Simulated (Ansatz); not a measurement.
A geometry of Ir away from equilibrium: the start of the relaxation of a relaxed Ir cell, doubled along one cell vector, shaken by Gaussian noise of σ = 0.08 Å a coordinate. These are PBEsol (plane waves to 420 eV, PAW, scalar-relativistic; Ansatz, a first-principles code) values and carry that method's errors. Γ-centred k-mesh 14×7×4 on the run's cell (coarser than for final values), Fermi–Dirac smearing 0.05 eV.

```xyz
8
Lattice="2.7097 0.0000 0.0000 -2.7097 4.6933 0.0000 0.0000 0.0000 8.8553" Properties=species:S:1:pos:R:3 pbc="T T T"
Ir     0.1519     0.0857    -0.0537
Ir    -1.2885     2.2227    -0.0932
Ir     0.0484    -0.0103     4.5196
Ir    -1.3345     2.3714     4.5213
Ir    -0.0188     1.6227     2.0834
Ir    -1.3831     3.9237     2.2151
Ir     1.3969     0.7575     6.7550
Ir     0.0352     2.9851     6.6214
```

Predict the force on each atom, in eV/Å.


| atom | Fx | Fy | Fz |
|---|---|---|---|
| Ir1 | -1.31 | -3.68 | 1.85 |
| Ir2 | 0.13 | 3.66 | 1.81 |
| Ir3 | -0.24 | 0.31 | -0.91 |
| Ir4 | 0.11 | -0.85 | -2.25 |
| Ir5 | 0.39 | -0.56 | 2.01 |
| Ir6 | 0.46 | 0.19 | 0.33 |
| Ir7 | 0.40 | -1.43 | -3.47 |
| Ir8 | 0.06 | 2.37 | 0.64 |

What is the pressure?

+7.7 GPa, compression positive.

How far above the relaxed end point is this geometry?

0.15 eV/atom; the path ends in P6₃/mmc (No. 194) (AFLOW prototype A_hP4_194_ac (A3', as in La)).

No spin polarisation in the result.

The end of the path is a generated cell of Ir: the first start was made by placing the elements on the sites of a structure type, and the end was not matched to a known phase here, so it may be hypothetical. Known forms of Ir include space group No. 225.
